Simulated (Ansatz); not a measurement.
Clamped-ion strain scan in HgPd

Level of theory: DFT r2SCAN, scalar-relativistic, plane waves, PAW in Ansatz. Cutoff 500 eV, Γ-centred 16×16×14 k-points, Gaussian smearing of 0.15 eV. Spin–orbit coupling is left out, which can shift energies with elements as heavy as these. No spin polarisation. Energies are free energies at this smearing, counted from the undisturbed cell; pressure is positive in compression.

The undisturbed cell (as given, not relaxed at this level; it stands at 4.4 GPa, and it needn't be the usual structure):

```
Hg Pd
1.0
     3.02995    0.00000    0.00000
     0.00000    3.02995    0.00000
     0.00000    0.00000    3.69200
Hg Pd
1 1
Cartesian
  0.0000 0.0000 0.0000
  1.5150 1.5150 1.8460
```

The cell is strained by ε times the Voigt pattern (0, 1, 0, 0, 0, 0) (xx, yy, zz, yz, xz, xy; engineering shear) with fractional coordinates fixed. The cell is metallic on the mesh throughout.

| ε | ΔE (meV/atom) | stress summed along the pattern (GPa, tension positive) | pressure (GPa) |
| --- | --- | --- | --- |
| -0.0600 | 74.3 | -20.89 | 16.2 |
| -0.0450 | 45.4 | -15.74 | 12.7 |
| -0.0300 | 24.0 | -11.29 | 9.6 |
| -0.0150 | 9.2 | -7.47 | 6.9 |
| 0.0000 | 0.0 | -4.24 | 4.4 |
| 0.0150 | -4.6 | -1.61 | 2.3 |
| 0.0300 | -5.4 | 0.52 | 0.3 |
| 0.0450 | -3.1 | 2.30 | -1.5 |
| 0.0525 | -1.0 | 3.11 | -2.3 |
| 0.0600 | 1.8 | 3.88 | -3.0 |